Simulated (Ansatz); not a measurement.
PbSe:
```xyz
2
Lattice="0.0000 3.4500 3.4500 3.4500 0.0000 3.4500 3.4500 3.4500 0.0000" Properties=species:S:1:pos:R:3 pbc="T T T"
Se     5.1750     5.1750     5.1750
Pb     0.0000     0.0000     0.0000
```

Plane-wave PAW PBE (Ansatz code) gives a gap of 0.67 eV without spin–orbit coupling, maximum at W, minimum at X.

Task: What happens when spin–orbit coupling is switched on?

Result: The gap shrinks by 0.19 eV, to 0.48 eV; maximum at W, minimum on the W–X line, 88 % of the way from W.

Task: Give the Z2 indices of the occupied bands with spin–orbit coupling.

Result: 0;(000).

Space group F-43m (zinc blende). A made-up cell: these elements were put on the sites of a structure type; neither database checked (COD, Materials Project) lists it. It is not the phase usual at ambient conditions (space group No. 225). The cell was relaxed with PBE under the symmetry of its start. At this level the phase is mechanically unstable.

Potentials: the later of the program's two PAW sets.
